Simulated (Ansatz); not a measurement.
Ga:
```xyz
1
Lattice="-1.4003 1.4003 2.2604 1.4003 -1.4003 2.2604 1.4003 1.4003 -2.2604" Properties=species:S:1:pos:R:3 pbc="T T T"
Ga     0.0000     0.0000     0.0000
```

Relaxed with PBEsol. Special points in fractions of this cell's reciprocal vectors: Γ (0.000, 0.000, 0.000); X (0.000, 0.000, 0.500); P (0.250, 0.250, 0.250); N (0.000, 0.500, 0.000); M (0.500, 0.500, -0.500); S (0.346, 0.654, -0.346); S0 (-0.346, 0.346, 0.346); R (-0.192, 0.192, 0.500); G (0.500, 0.500, -0.192).

Task: List the band energies nearest the Fermi level at these points for the program Ansatz at the PBEsol level (PAW).

Result: In eV from the Fermi level; about four levels below and three above (degenerate sets whole), none deeper than 8.9 eV; … stands for higher levels left out; points with the same levels are listed once.

```tsv
k	below	above
Γ	–	12.87 12.91 12.91
X	-2.19 -1.25	3.96 5.00 …
P	-0.57 -0.15 -0.15	2.07 …
N	-4.97 -4.28	8.39 12.03 …
M	-4.09 -3.79	6.69 6.69 …
S	-2.94 -1.71 -1.33	8.65 …
R	-1.42 -0.54	0.24 1.27 …
```

Space group I4/mmm (body-centred tetragonal). The workflow started from a Materials Project entry (that database holds measured and hypothetical structures alike); the Crystallography Open Database copy checked does not list it. It is not the phase usual at ambient conditions (space group No. 64). The PBEsol relaxation kept the symmetry of its start; whether a distortion lowers the energy is not shown. Scalar-relativistic: spin–orbit coupling is off unless named, which matters more the heavier the elements.

Potentials: the earlier of the program's two PAW sets.
